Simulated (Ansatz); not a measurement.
NaYCl4, in the lowest of the structures calculated here: P-1 (No. 2), aP12; a = 6.584 Å, b = 6.721 Å, c = 6.972 Å, α = 89.48°, β = 87.85°, γ = 79.16°; Na 2i (0.226, 0.190, 0.540); Y 2i (0.789, 0.300, 0.055); Cl 2i (0.604, 0.209, 0.367); Cl 2i (0.091, 0.999, 0.211); Cl 2i (0.051, 0.499, 0.244); Cl 2i (0.568, 0.688, 0.121). Computed with r2SCAN (plane waves to 500 eV, PAW, scalar-relativistic; Ansatz, a program for electronic structure). Element references, the lowest calculated here: Na (P6₃/mmc, not the ambient form), Y (P6₃/mmc), Cl (Cmce); gases are represented by their molecular solids.

### Question
What is the computed formation energy of this P-1 form of NaYCl4 from the elements (r2SCAN)?

### Answer
-2.39 eV/atom.

Static energies, no anion corrections, no zero-point energy. Values are rounded to 0.01 eV/atom. The compounds carry no spin polarisation.
